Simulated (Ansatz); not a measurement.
GaN in space group P6_3/mmc (No. 194; Ga on 2d, N on 2b) under volume change, plane-wave PAW LDA (Ansatz code), shape and atoms relaxed at each volume.

| V (Å³/atom) | E − E(relaxed) (meV/atom) | P (GPa) |
|---|---|---|
| 14.894 | … | … |
| 15.385 | … | … |
| 15.876 | 0.7 | 0.48 |
| 16.367 | 0.0 | 0.00 |
| 16.858 | 0.6 | -0.37 |
| 17.349 | 1.9 | -0.53 |
| 17.840 | 3.7 | -0.65 |

Question: Complete the blanks.

Answer: 
- 15.385, E − E(relaxed) (meV/atom): 3.1
- 15.385, P (GPa): 1.17
- 14.894, E − E(relaxed) (meV/atom): 8.1
- 14.894, P (GPa): 2.15

Question: What does a third-order Birch–Murnaghan fit give for V₀, B₀ and B′?

Answer: V₀ = 16.35 Å³/atom, B₀ = 13.7 GPa, B′ = 12.4.

The workflow started from a Materials Project entry (that database holds measured and hypothetical structures alike); the Crystallography Open Database copy checked does not list it. It is not the phase usual at ambient conditions (space group No. 186, 216). The cell was relaxed with LDA under the symmetry of its start; phonons show weakly imaginary modes. A crystal of weakly bound layers computed without a dispersion correction: the cell and the soft elastic constants depend strongly on that.

Potentials: the earlier of the program's two PAW sets. The files were generated under PBE; for other functionals the program regenerates the frozen cores, and for LDA and PBEsol the local potential too.
